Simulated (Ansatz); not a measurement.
## Lu (hcp)

The computed numbers are results of HSE06, scalar-relativistic (no spin polarisation) in the plane-wave PAW code Ansatz at 420 eV, Γ-centred 8×8×4 mesh, 0.05 eV Gaussian smearing; PAW files: Ansatz's generated set soft_2.

Space group P6_3/mmc (No. 194). a = 3.557 Å, b = 3.557 Å, c = 5.547 Å, α = 90.00°, β = 90.00°, γ = 120.00°
| atom | site | symmetry | x | y | z |
| --- | --- | --- | --- | --- | --- |
| Lu | 2d | -6m2 | 0.3333 | 0.6667 | 0.7500 |

The volume is at zero pressure for this level.

The run used a cell of 2 atoms; the mesh refers to it.

```
Volume                                       : 30.39 Å³/atom
Band gap                                     : zero (metallic)
Density of states at the Fermi level         : about 2 states/(eV·atom)
f electrons (orthogonalised atomic orbitals) : Lu 14.00
```

**The experiment.** The Crystallography Open Database holds a cell as deposited of hexagonal Lu (space group P6_3/mmc), temperature not stated (1969): a, c = 3.510, 5.567 Å, 29.70 Å³/atom.

**Against experiment.** HSE06 gives 3.557, 5.547 Å and 30.39 Å³/atom, +2.3 % in volume (+0.8 % in length) from the database's cell. The axes miss by +1.3 %, −0.4 %, so errors cancel in the volume. The static lattice lacks zero-point motion and thermal expansion, so this level's own overestimate is larger than the figure.

Scalar-relativistic only: spin–orbit splittings of the heavy atoms' levels are missing. For a metal under a hybrid functional this mesh is coarse.
